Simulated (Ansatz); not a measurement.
## Profile along the O–Cd line in CdO (rock salt)

CdO (rock salt)

```
CELL_PARAMETERS angstrom
      0.00000     2.34543     2.34543
      2.34543     0.00000     2.34543
      2.34543     2.34543     0.00000
ATOMIC_POSITIONS crystal
  O  0.00000 0.00000 0.00000
  Cd 0.50000 0.50000 0.50000
```

Fields along a shortest O–Cd line of a {100} plane (2.35 Å), from O to Cd, interpolated on the slice's grid (step about 0.2 Å). Computed with PBEsol (plane waves to 420 eV, PAW, scalar-relativistic; Ansatz, a quantum-chemistry and plane-wave program). k mesh 12×12×12. Near the nuclei the fields are pseudised (PAW); where an atom keeps semicore shells as valence, they peak there. CdO was relaxed with its symmetry unable to fall. The PAW data are Ansatz's earlier set.

```
distance from O (Å)  valence electron density (e/Å³)  electron localisation function
-------------------  -------------------------------  ------------------------------
0.00                                            8.61                               x
0.12                                            8.14                               x
0.24                                            6.84                               x
0.35                                            5.07                               x
0.47                                            3.32                               x
0.59                                            1.98                            0.82
0.71                                            1.17                            0.79
0.82                                            0.72                            0.66
0.94                                            0.48                            0.41
1.06                                            0.37                            0.19
1.18                                            0.37                            0.11
1.29                                            0.47                            0.14
1.41                                            0.79                            0.22
1.53                                            1.66                            0.31
1.65                                            3.45                            0.37
1.76                                            6.36                            0.46
1.88                                           10.51                               x
2.00                                           15.65                               x
2.12                                           20.97                               x
2.23                                           25.13                               x
2.35                                           26.73                               x
```

x: too close to a nucleus for the ELF to mean much.

Density on the O–Cd line (2.35 Å) at its density minimum, 1.1 Å from O: 0.36 e/Å³. ELF at that point: 0.1.
